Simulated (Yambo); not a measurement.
GaAlP$_{2}$ (space group P-4m2, No. 115) under isotropic strain of +1 % on all lattice vectors; a = 3.899 Å, b = 3.899 Å, c = 5.501 Å, α = 90.00°, β = 90.00°, γ = 90.00°. With the G0W0 scissor the direct gap on the mesh is 2.38 eV. Axes are Cartesian, with cell vectors (Å) (3.90, 0.00, 0.00), (0.00, 3.90, 0.00), (0.00, 0.00, 5.50).

Problem. Can the lowest exciton of this BSE run be trusted, and with what binding energy? (Yambo, PBEsol bands; 8×8×6 mesh, 5 valence and 4 conduction bands, static screening with 43 bands and a 4 Ry block, scissor 0.79 eV, Tamm-Dancoff.)

Solution. No. The lowest state covers only about 1 of the 384 k points, so the mesh doesn't resolve it: its energy and its distance from the direct gap are mesh artefacts. An extended exciton needs a far denser mesh. The scissor comes from a G0W0 run whose convergence isn't established. Spin-orbit splittings are left out.

The standard potential for Ga keeps a d shell in the valence without the s and p states of that shell. In tests on such compounds this moved G0W0 gaps by up to about 0.9 eV, so absolute quasiparticle energies here are unreliable; differences between settings are what counts.

Geometry strained from the cell relaxed with PBEsol, atoms relaxed again.

The structure is a Materials Project entry; no match was found in the copy of COD used, and its stability was not checked.
